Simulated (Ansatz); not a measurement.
Relaxed HfO$_{2}$ (tetragonal-ZrO2 type, space group P4_2/nmc):

```yaml
crystal:
  lattice:
    - [7.20885, 0.00000, 0.00000]
    - [0.00000, 3.60443, 0.00000]
    - [0.00000, 0.00000, 5.26427]
  atoms:
    - { symbol: Hf, position: [0.00000, 0.00000, 0.00000] }
    - { symbol: Hf, position: [0.50000, 0.00000, 0.00000] }
    - { symbol: Hf, position: [0.25000, 0.50000, 0.50000] }
    - { symbol: Hf, position: [0.75000, 0.50000, 0.50000] }
    - { symbol: O, position: [0.00000, 0.50000, 0.19324] }
    - { symbol: O, position: [0.50000, 0.50000, 0.19324] }
    - { symbol: O, position: [0.00000, 0.50000, 0.69324] }
    - { symbol: O, position: [0.50000, 0.50000, 0.69324] }
    - { symbol: O, position: [0.25000, 0.00000, 0.30676] }
    - { symbol: O, position: [0.75000, 0.00000, 0.30676] }
    - { symbol: O, position: [0.25000, 0.00000, 0.80676] }
    - { symbol: O, position: [0.75000, 0.00000, 0.80676] }
```

A phonon eigenvector at X = (0.5, 0.0, 0.0) is frozen into this cell: atom i moves by Q times the vector below, so Q is the largest atomic displacement, in Å. The cell is held. It is one choice among 2 degenerate patterns. (q is in reciprocal vectors of the primitive cell; the cell shown is doubled to hold the pattern.)

```tsv
atom	x	y	z
Hf1	0.000	0.046	0.000
Hf2	0.000	-0.046	0.000
Hf3	0.000	-0.010	0.000
Hf4	0.000	0.010	0.000
O5	0.000	-1.000	0.000
O6	0.000	1.000	0.000
O7	0.000	0.055	0.000
O8	0.000	-0.055	0.000
O9	0.000	0.228	0.000
O10	0.000	-0.228	0.000
O11	0.000	-0.013	0.000
O12	0.000	0.013	0.000
```

Computed with PBE (plane waves to 420 eV, PAW, scalar-relativistic; Ansatz, a quantum-chemistry and plane-wave program). k mesh 5×9×6 (Γ-centred), Fermi-Dirac smearing 0.05 eV. HfO2 is run without spin polarisation. HfO2 was relaxed with its symmetry unable to fall. Spin-orbit coupling is left out, though Hf is heavy. This is a high-temperature form of HfO2.

At one point of the scan the forces (eV/Å) are:

```csv
atom,Fx,Fy,Fz
Hf1,-0.006,1.008,-0.225
Hf2,-0.006,-1.008,-0.225
Hf3,0.006,-0.220,0.051
Hf4,0.006,0.220,0.051
O5,-0.030,-1.917,0.210
O6,-0.030,1.917,0.210
O7,0.000,0.106,-0.034
O8,0.000,-0.106,-0.034
O9,0.030,0.427,0.012
O10,0.030,-0.427,0.012
O11,0.000,-0.024,-0.013
O12,0.000,0.024,-0.013
```

Question: Which point is it?
(A) Q = -0.067 Å
(B) Q = -0.100 Å
(C) Q = -0.033 Å
(D) Q = -0.050 Å

Answer: B, Q = -0.100 Å

(For displaced atoms, the force is minus the slope of the energy, and its curvature is a force constant, which sets phonon frequencies.)
